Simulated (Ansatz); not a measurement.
Ansatz (a quantum-chemistry and plane-wave program) input:

Ansatz 0.2 input:
```yaml
crystal:
  lattice:
    - [3.5995271633, 0.0, 0.0]
    - [-1.7997635817, 3.1172819651, 0.0]
    - [0.0, 0.0, 5.5792338098]
  atoms:
    - { symbol: Y, position: [0.3333333333, 0.6666666667, 0.25] }
    - { symbol: Y, position: [0.6666666667, 0.3333333333, 0.75] }
kpoints:
  mp_grid: { grid: [10, 10, 6] }
  band_path:
    path:
      - [[0.0, 0.0, 0.0], [0.5, 0.0, 0.0], [0.3333333333, 0.3333333333, 0.0], [0.0, 0.0, 0.0], [0.0, 0.0, 0.5], [0.5, 0.0, 0.5], [0.3333333333, 0.3333333333, 0.5], [0.0, 0.0, 0.5]]  # Γ-M-K-Γ-A-L-H-A
      - [[0.5, 0.0, 0.5], [0.5, 0.0, 0.0]]  # L-M
      - [[0.3333333333, 0.3333333333, 0.5], [0.3333333333, 0.3333333333, 0.0]]  # H-K
    npoints: 8
basis: { xc_grid: 2 }
hamiltonian:
  xc: pbesol
  pseudopotentials: { azcp: { folder: ./paw }, kind: paw_fr }
magnetization: { noncollinear: true, spin_orbit: true }
scf:
  n_extra_bands: 12
  convergence: { dr2_threshold: 0.0000000001 }
  occupations: { method: gaussian, width: 0.05 }
output: { eigenvalues: true }
```

Output (shortened):

```
Pseudopotential: Y, paw, valence charge 11
Functional definition: PBEsol
non-collinear run that drives no moment, with spin-orbit …
Crystal: 2 atoms, lattice volume = 62.603 Å³
Basis set: ecut = 420 eV, 1207 PW (Γ), exchange–correlation on 50×50×80 points (8 copies of the dense FFT grid, shifted against one another)
Bands: 34, of which v1, the nominal top of the filled ones, is band 22 counted from 1 (21 counted from 0)
Symmetry: 24 space group operations + 24 with time reversal
k-points: 56 of 600
Projection manifold: j_resolved (fully-relativistic pseudo-atomic orbitals)
SCF iter   1: F=—  HF=-7591.679835 eV  |F-HF|=—  |Δ(HF+E_count)|=         —  Δρ=1.38e-2  dr2=1.85e-1  dr2_m=0.00e0 (ungated)  ethr=3.10e-3  |M|=0.00e0 ∫|m|=0.00e0 μB  |m|>n=0.0e0 m-floor=0.0e0 τ_xc=0.0e0  β_m=0.30  ⟨swp⟩=5.7  Hψ=4955  notcnv=0  defer=4
preconditioner: auto → Kerker (q_TF=auto, 2.292 Å⁻¹)
spin=Noncollinear: Kerker preconditioning applied to the charge; magnetization (m_x, m_y, m_z) channels mix plain (no charge-response kernel on spin).
SCF iter   2: F=—  HF=-7591.654132 eV  |F-HF|=—  |Δ(HF+E_count)|=   2.57e-2  Δρ=1.08e-2  dr2=1.16e-1  dr2_m=0.00e0 (ungated)  ethr=8.42e-4  |M|=0.00e0 ∫|m|=0.00e0 μB  |m|>n=0.0e0 m-floor=0.0e0 τ_xc=0.0e0  β_m=0.61  ⟨swp⟩=1.0  Hψ=1177  notcnv=0  defer=52
SCF iter   3: F=—  HF=-7591.613655 eV  |F-HF|=—  |Δ(HF+E_count)|=   4.05e-2  Δρ=1.62e-3  dr2=1.55e-3  dr2_m=0.00e0 (ungated)  ethr=5.27e-4  |M|=0.00e0 ∫|m|=0.00e0 μB  |m|>n=0.0e0 m-floor=0.0e0 τ_xc=0.0e0  β_m=0.78  ⟨swp⟩=3.6  Hψ=1674  notcnv=0  defer=94
SCF iter   4: F=—  HF=-7591.613609 eV  |F-HF|=—  |Δ(HF+E_count)|=   4.55e-5  Δρ=3.92e-4  dr2=9.92e-5  dr2_m=0.00e0 (ungated)  ethr=7.04e-6  |M|=0.00e0 ∫|m|=0.00e0 μB  |m|>n=0.0e0 m-floor=0.0e0 τ_xc=0.0e0  β_m=0.89  ⟨swp⟩=1.0  Hψ=810  notcnv=0  defer=286
SCF iter   5: F=—  HF=-7591.613603 eV  |F-HF|=—  |Δ(HF+E_count)|=   6.59e-6  Δρ=5.34e-5  dr2=1.24e-6  dr2_m=0.00e0 (ungated)  ethr=4.51e-7  |M|=0.00e0 ∫|m|=0.00e0 μB  |m|>n=0.0e0 m-floor=0.0e0 τ_xc=0.0e0  β_m=0.95  ⟨swp⟩=2.2  Hψ=1090  notcnv=0  defer=286
SCF iter   6: F=—  HF=-7591.613602 eV  |F-HF|=—  |Δ(HF+E_count)|=   5.97e-7  Δρ=1.00e-5  dr2=5.96e-8  dr2_m=0.00e0 (ungated)  ethr=5.63e-9  |M|=0.00e0 ∫|m|=0.00e0 μB  |m|>n=0.0e0 m-floor=0.0e0 τ_xc=0.0e0  β_m=0.97  ⟨swp⟩=2.0  Hψ=1324  notcnv=0  defer=286
SCF iter   7: F=—  HF=-7591.613602 eV  |F-HF|=—  |Δ(HF+E_count)|=   7.72e-9  Δρ=2.57e-6  dr2=3.98e-9  dr2_m=0.00e0 (ungated)  ethr=2.71e-10  |M|=0.00e0 ∫|m|=0.00e0 μB  |m|>n=0.0e0 m-floor=0.0e0 τ_xc=0.0e0  β_m=0.99  ⟨swp⟩=1.3  Hψ=895  notcnv=0  defer=286
SCF iter   8: F=-7591.613602 eV  HF=-7591.613602 eV  |F-HF|=1.09e-11  |Δ(HF+E_count)|=  2.59e-10  Δρ=3.50e-7  dr2=6.72e-11  dr2_m=0.00e0 (ungated)  ethr=1.00e-12  |M|=0.00e0 ∫|m|=0.00e0 μB  |m|>n=0.0e0 m-floor=0.0e0 τ_xc=0.0e0  ⟨swp⟩=6.6  Hψ=3912  notcnv=0
SCF 1 converged in 8 iterations: F = -7591.613602 eV  dr2 = 6.72e-11
NSCF: frozen V_eff on 75 k-points
SCF converged after 8 iterations
Magnetization: |M| = 0.0000 μB,  M = (+0.0000, +0.0000, +0.0000) μB
Absolute magnetization: 0.0000 μB (∫|m|)
  site 0: m = (+0.0000, +0.0000, +0.0000) μB, |m| = 0.0000 μB  (R = 1.43 Å)
  site 1: m = (+0.0000, +0.0000, +0.0000) μB, |m| = 0.0000 μB  (R = 1.43 Å)
Free energy (F): -7591.613602 eV
Harris-Foulkes:  -7591.613602 eV  (|F-HF|=1.09e-11)
Internal energy: -7591.610552 eV  (E = F + TS)
E sigma→0 (E₀):  -7591.612077 eV
Entropy (-TS):   -0.003050 eV (-1.525 meV/atom)
Fermi energy:    9.822135 eV
--- Per-component energies (eV) ---
  E_band       = -230.582278
  E_kinetic    = 631.733687
  E_local      = -1172.397650  (includes V_loc(G=0)·N_el)
  E_nonlocal   = 57.101662
  E_hartree    = 370.685819
  E_xc         = -353.794521
  E_vxc        = -408.933159  (∫ρ·V_xc dr)
  E_paw        = -5529.096252  (= ΣΔE_a)
  E_vpaw       = -79.458690  (= ΣTr[D̂ρ^β])
  E_aug_tail   = 0.000046  (compensation charges beyond the density's cutoff)
  E_ewald      = -1596.142172
  E_core_change = 0.298829  (= ΣΔE_core)
  E_smearing   = -0.003050  (= −TS)
  E_closure    = 0.000000  (closes the sum)
  Σ components = -7591.613602   (vs F -7591.613602, Δ=0.00e0)
  [band-id]    e_kinetic+e_local+e_nonlocal+2·e_hartree+e_vxc+e_vpaw+e_augmentation_tail = -230.582467   (vs E_band -230.582278, Δ=-1.89e-4)
--- Band table (eV; the first three rows and the last of 56) ---
  k-point 0: bands = ["-32.6283", "-32.6283", "-32.5320", "-32.5320", "-13.6730", "-13.6730", "-13.3412", "-13.3412", "-12.3363", "-12.3363", "-11.9896", "-11.9896", "-11.8722", "-11.8722", "-11.8361", "-11.8361", "5.0820", "5.0820", "7.8945", "7.8945", …
  k-point 1: bands = ["-32.6219", "-32.6219", "-32.5385", "-32.5385", "-13.6480", "-13.6480", "-13.3606", "-13.3606", "-12.3086", "-12.3086", "-11.9818", "-11.9818", "-11.8802", "-11.8802", "-11.8759", "-11.8759", "5.2761", "5.2761", "7.7870", "7.7870", …
  k-point 2: bands = ["-32.6044", "-32.6044", "-32.5563", "-32.5563", "-13.5815", "-13.5815", "-13.4156", "-13.4156", "-12.2291", "-12.2291", "-11.9797", "-11.9797", "-11.9605", "-11.9605", "-11.9018", "-11.9018", "5.8205", "5.8205", "7.3487", "7.3487", …
  k-point 55: bands = ["-32.5336", "-32.5336", "-32.5336", "-32.5336", "-13.6663", "-13.6663", "-13.6459", "-13.6459", "-12.3931", "-12.3931", "-12.2449", "-12.2449", "-12.1298", "-12.1298", "-12.0016", "-12.0016", "9.0379", "9.0379", "9.0717", "9.0717", …
```

Cost: roughly 10 core-seconds on shared cores.

Space group P6_3/mmc (hcp (Mg type)). Symmetry was held in the PBEsol relaxation. The run is not spin-polarised.

Potentials: the earlier of the program's two PAW sets. The files were generated under PBE; for other functionals the program regenerates the frozen cores, and for LDA and PBEsol the local potential too.

Ansatz is a plane-wave DFT program.
